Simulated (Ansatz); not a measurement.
Ansatz (an electronic-structure program) input:

Ansatz 0.2 input:
```yaml
crystal:
  lattice:
    - [2.9909060388, 0.0, 0.0]
    - [-1.4954530194, 2.59020061, 0.0]
    - [0.0, 0.0, 4.8951265299]
  atoms:
    - { symbol: Li, position: [0.3333333333, 0.6666666667, 0.25] }
    - { symbol: Li, position: [0.6666666667, 0.3333333333, 0.75] }
kpoints:
  mp_grid: { grid: [16, 16, 9] }
hamiltonian:
  xc: lda
  pseudopotentials: { azcp: { folder: ./paw }, kind: paw }
scf:
  occupations: { method: fermi_dirac, width: 0.1 }
phonons:
  method: dfpt
  response_accuracy: low
  eigenvectors: true
  rigid_motions: translations
```

Output (shortened):

```
zone centre: on kpoints.mp_grid the ground state, and the responses unless they are solved on pairs of k-points, stand on 365 of the mesh's 2304 k-points, …
Pseudopotentials: kind: paw
Pseudopotential: Li, paw, valence charge 3
Functional definition: SPW92
Crystal: 2 atoms, lattice volume = 37.923 Å³
Basis set: ecut = 420 eV, 713 PW (Γ), exchange–correlation on 40×40×72 points (8 copies of the dense FFT grid, shifted against one another)
Bands: 7, of which v1, the nominal top of the filled ones, is band 3 counted from 1 (2 counted from 0)
Symmetry: 24 space group operations
k-points: 365 of 2304 (irreducible under 4 space group operations, time reversal used)
Initial density: superposition of atomic densities (chi_scale 0.1, normalization cell)
Initial wavefunctions: pseudopotential atomic-orbital guess
Eigensolver: davidson
Functional: x = slater, c = lda
SCF iter   1: F=—  HF=-403.308742 eV  |F-HF|=—  |Δ(HF+E_count)|=         —  Δρ=6.02e-3  dr2=1.08e-2  ethr=3.10e-3  ⟨swp⟩=3.6  Hψ=17484  notcnv=0
all-band conjugate gradients solve this SCF's bands
preconditioner: auto → none
SCF iter   2: F=—  HF=-403.301881 eV  |F-HF|=—  |Δ(HF+E_count)|=   6.86e-3  Δρ=3.25e-3  dr2=4.04e-3  ethr=1.81e-4  ⟨swp⟩=2.8  Hψ=6663  notcnv=0
SCF iter   3: F=—  HF=-403.300558 eV  |F-HF|=—  |Δ(HF+E_count)|=   1.32e-3  Δρ=4.23e-4  dr2=8.74e-5  ethr=6.73e-5  ⟨swp⟩=2.0  Hψ=4505  notcnv=0
SCF iter   4: F=—  HF=-403.300577 eV  |F-HF|=—  |Δ(HF+E_count)|=   1.93e-5  Δρ=1.26e-5  dr2=2.06e-8  ethr=1.46e-6  ⟨swp⟩=1.8  Hψ=3103  notcnv=0
SCF iter   5: F=—  HF=-403.300578 eV  |F-HF|=—  |Δ(HF+E_count)|=   2.23e-7  Δρ=9.43e-7  dr2=1.56e-10  ethr=3.44e-10  ⟨swp⟩=1.8  Hψ=3030  notcnv=0
SCF iter   6: F=-403.300578 eV  HF=-403.300578 eV  |F-HF|=5.68e-14  |Δ(HF+E_count)|=  1.03e-10  Δρ=1.57e-8  dr2=5.46e-14  ethr=1.00e-12  ⟨swp⟩=4.5  Hψ=7497  notcnv=0
SCF 1 converged in 6 iterations: F = -403.300578 eV  dr2 = 5.46e-14
DFPT response loops at Γ: preconditioner auto → Kerker (q_TF=auto, 2.006 Å⁻¹) (partly filled bands, converged f_vac=0.000) …
SCF converged after 6 iterations
Free energy (F): -403.300578 eV
Harris-Foulkes:  -403.300578 eV  (|F-HF|=5.68e-14)
Internal energy: -403.271079 eV  (E = F + TS)
E sigma→0 (E₀):  -403.285829 eV
Entropy (-TS):   -0.029498 eV (-14.749 meV/atom)
Fermi energy:    1.096163 eV
--- Per-component energies (eV) ---
  E_band       = -178.064344
  E_kinetic    = 31.672639
  E_local      = -275.265184  (includes V_loc(G=0)·N_el)
  E_nonlocal   = -39.051393
  E_hartree    = 78.976467
  E_xc         = -16.406465
  E_vxc        = -21.363217  (∫ρ·V_xc dr)
  E_paw        = -42.832221  (= ΣΔE_a)
  E_vpaw       = -32.010626  (= ΣTr[D̂ρ^β])
  E_aug_tail   = 0.000504  (compensation charges beyond the density's cutoff)
  E_ewald      = -140.365427
  E_smearing   = -0.029498  (= −TS)
  E_closure    = 0.000000  (closes the sum)
  Σ components = -403.300578   (vs F -403.300578, Δ=0.00e0)
  [band-id]    e_kinetic+e_local+e_nonlocal+2·e_hartree+e_vxc+e_vpaw+e_augmentation_tail = -178.064343   (vs E_band -178.064344, Δ=8.44e-7)
--- Band table (eV; the first three rows and the last of 365) ---
  k-point 0: bands = ["-44.3985", "-44.3725", "-2.4853", "1.0305", "4.2564", "13.9605", "13.9605"]
  k-point 1: bands = ["-44.3977", "-44.3733", "-2.4301", "0.7374", "4.6870", "14.0157", "14.0157"]
  k-point 2: bands = ["-44.3954", "-44.3755", "-2.2644", "0.1253", "5.7100", "13.7161", "14.1766"]
  k-point 364: bands = ["-44.3688", "-44.3673", "1.4076", "1.8837", "5.7438", "6.0993", "8.1534"]
  band table: 7 of 7 bands, residual norms ≤ 1.0e-3 eV
--- Phonons (Γ-DFPT): 2 representative perturbations + reference, on 365 of 2304 k-points (Σ response iterations 6) ---
  k mesh reduced under 4 symmetry operations, with k and −k counted as one. Each operation leaves every solved displacement unchanged or reverses it
  ASR residual: 2.747e-6 → 0.000e0 eV/Å²; symmetrization residual: 3.009e-14 eV/Å²
  ASR residual per site (eV/Å²): 2.75e-6 2.75e-6
  Γ frequencies (cm⁻¹): 0.00 0.00 0.00 125.08 125.08 328.65
  non-analytic LO–TO correction: not included (Born effective charges unavailable; polar crystals: no LO–TO splitting at Γ)
```

Cost: roughly 28 core-seconds on shared cores.

Space group P6_3/mmc (hcp (Mg type)). The workflow started from a Materials Project entry (that database holds measured and hypothetical structures alike); the Crystallography Open Database files this formula in space group No. 194, but the cells were not matched. It is not the phase usual at ambient conditions (space group No. 229). Symmetry was held in the LDA relaxation; of distortions, only those at the zone centre were tested. As this level gives no gap, phonon frequencies hold no LO–TO term and depend on the k-mesh and smearing (Fermi–Dirac, 0.1 eV here). Axis ratios of metals converge slowly with the k-mesh, so a and c are less sure than the volume.

Potentials: the earlier of the program's two PAW sets.

Ansatz is a plane-wave DFT program.
